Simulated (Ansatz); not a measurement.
Relaxed-ion elastic tensor of PW (CsCl type, space group No. 221) in GPa (Voigt order), DFT-PBEsol in the program Ansatz with PAW potentials; density 13.40 g/cm³, 13.31 Å³ per atom.

```tsv
	1	2	3	4	5	6
1	516	159	159	0.0	0.0	0.0
2	159	516	159	0.0	0.0	0.0
3	159	159	516	0.0	0.0	0.0
4	0.0	0.0	0.0	148	0.0	0.0
5	0.0	0.0	0.0	0.0	148	0.0
6	0.0	0.0	0.0	0.0	0.0	148
```

Task: Is the crystal mechanically stable?

Result: Yes: the smallest eigenvalue of C is 148 GPa.

Task: Work out the Voigt, Reuss and Hill averages.

Result: K_V = 278, K_R = 278, K_H = 278; G_V = 160, G_R = 159, G_H = 160 GPa.

Task: Give Young's modulus, Poisson's ratio, Pugh's ratio and the universal anisotropy index.

Result: E = 9KG/(3K + G) = 402 GPa; ν = 0.26; K/G = 1.74 (near the Pugh limit of 1.75, no verdict); A_U = 5G_V/G_R + K_V/K_R − 6 = 0.04.

Task: Estimate the sound speeds and the Debye temperature.

Result: v_l = √((K + 4G/3)/ρ) = 6050 m/s, v_t = √(G/ρ) = 3450 m/s, mean 3830 m/s; Θ = (h/k)(3n/4πV)^(1/3) v_m = 482 K.

Task: Give the Zener ratio and Young's modulus along [100], [110] and [111].

Result: A = 2C44/(C11 − C12) = 0.83; 1/E = S11 − 2(S11 − S12 − S44/2)Γ with Γ = 0, 1/4, 1/3 gives 440, 392, 378 GPa.

Task: Solve the Christoffel equation for the three sound speeds along [100], [110], [111].

Result: Eigenvalues of C_ijkl n_j n_l equal ρv². In km/s, slowest first: [100] 3.33, 3.33, 6.20; [110] 3.33, 3.65, 6.02; [111] 3.54, 3.54, 5.96.

Space group Pm-3m (CsCl type). The cell is a constructed one: a structure type filled with these elements; neither database checked (COD, Materials Project) lists it. COD files the formula under space group No. 62. Its standing as an ambient phase is unchecked. The PBEsol relaxation kept the symmetry of its start; whether a distortion lowers the energy is not shown. The run is not spin-polarised. As this level gives no gap, shear constants depend on the k-mesh and smearing (Fermi–Dirac, 0.1 eV here). Scalar-relativistic: spin–orbit coupling is off unless named, which matters more the heavier the elements.

Potentials: the earlier of the program's two PAW sets. The files were generated under PBE; for other functionals the program regenerates the frozen cores, and for LDA and PBEsol the local potential too.
